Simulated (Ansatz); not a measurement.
WS2:
```xyz
6
Lattice="3.1717 0.0000 0.0000 -1.5859 2.7468 0.0000 0.0000 0.0000 12.5517" Properties=species:S:1:pos:R:3 pbc="T T T"
W      0.0000     1.8312     3.1379
W      1.5859     0.9156     9.4137
S      0.0000     1.8312     7.8532
S      1.5859     0.9156     1.5773
S      1.5859     0.9156     4.6985
S      0.0000     1.8312    10.9743
```

Cartesian axes are those of the cell as given.

### Question
Give the high-frequency dielectric tensor and the Born effective charge tensors of the independent atoms from DFPT, DFT-r²SCAN+D4 in the program Ansatz with PAW potentials.

### Answer

ε∞:
```
13.2  0.00  0.00
0.00  13.2  0.00
0.00  0.00  5.31
```
Z* of atom 1 (W), rows: field, columns: displacement, in e:
```
-0.41   0.00   0.00
 0.00  -0.41   0.00
 0.00   0.00  -0.32
```
Z* of atom 3 (S), rows: field, columns: displacement, in e:
```
0.21  0.00  0.00
0.00  0.21  0.00
0.00  0.00  0.16
```

Static charges for comparison (Bader): W1 +1.46, S3 -0.73 e. Born charges measure polarisation by displacement and can exceed these by far.

Space group P6_3/mmc. The r²SCAN+D4 relaxation kept the symmetry of its start. No spin polarisation was allowed. Spin–orbit coupling is left out wherever it is not named.

Potentials: the later of the program's two PAW sets.
